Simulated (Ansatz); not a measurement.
BAs (rock salt, Fm-3m) at seven volumes, PBEsol (plane waves, PAW; program Ansatz), scaled uniformly. One row is withheld.

```tsv
V (Å³/atom)	P (GPa)
10.862	?
11.220	9.97
11.578	4.59
11.936	0.00
12.294	-3.94
12.653	-7.37
13.011	-10.30
```

**Question.** Fit the shown pressures and predict the withheld one.

**Answer.** Third-order Birch–Murnaghan: P = (3/2)B₀(x^(7/2) − x^(5/2))[1 + (3/4)(B′ − 4)(x − 1)] with x = (V₀/V)^(2/3). Least squares on the six rows gives V₀ = 11.936 Å³/atom, B₀ = 142.1 GPa, B′ = 4.04. At V = 10.862, x = 1.0649 and P = 16.21 GPa. The run itself gave 16.32 GPa.

The start of the workflow was typed in or built on a structure type; neither database checked (COD, Materials Project) lists it. It is not the phase usual at ambient conditions (space group No. 216). The cell was relaxed with PBEsol under the symmetry of its start. At this level the phase is dynamically unstable (imaginary phonons). Its formation energy is positive at this level, so the cell may be metastable or incomplete.

Potentials: the earlier of the program's two PAW sets. The files were generated under PBE; for other functionals the program regenerates the frozen cores, and for LDA and PBEsol the local potential too.
